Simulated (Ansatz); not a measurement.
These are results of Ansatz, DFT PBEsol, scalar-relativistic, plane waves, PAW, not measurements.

Cutoff 420 eV; k points 6×6×6 on the computed 6-atom cell (Γ-centred); Gaussian smearing, width 0.10 eV; no spin polarisation.

```yaml
crystal:
  lattice:
    - [5.78926, -0.22930, 0.05572]
    - [-3.09321, 5.35760, -0.11141]
    - [0.05007, -0.08669, 5.22022]
  atoms:
    - { symbol: Y, position: [0.00000, 0.00616, 0.50019] }
    - { symbol: Mg, position: [0.00000, 0.63096, 0.03844] }
    - { symbol: Mg, position: [0.64536, 0.99876, 0.98662] }
    - { symbol: Mg, position: [0.35464, 0.35340, 0.98662] }
    - { symbol: Mg, position: [0.66324, 0.33698, 0.49406] }
    - { symbol: Mg, position: [0.33676, 0.67374, 0.49406] }
```

**Question.** Is this geometry at equilibrium? Which atom feels the largest force?

**Answer.** It isn't. Atom 2 (Mg) feels (-0.04, 0.07, -0.59) eV/Å, 0.597 eV/Å in size.

**Question.** Give all forces and the stress.

**Answer.**
```csv
atom,Fx,Fy,Fz
Y1,0.155,-0.268,-0.139
Mg2,-0.040,0.070,-0.592
Mg3,-0.165,0.123,0.204
Mg4,-0.024,0.205,0.204
Mg5,0.182,0.019,0.162
Mg6,-0.108,-0.148,0.162
```
Stress (GPa, compression positive):
```
-2.10  1.41 -0.52
 1.41 -3.73  0.90
-0.52  0.90 -1.81
```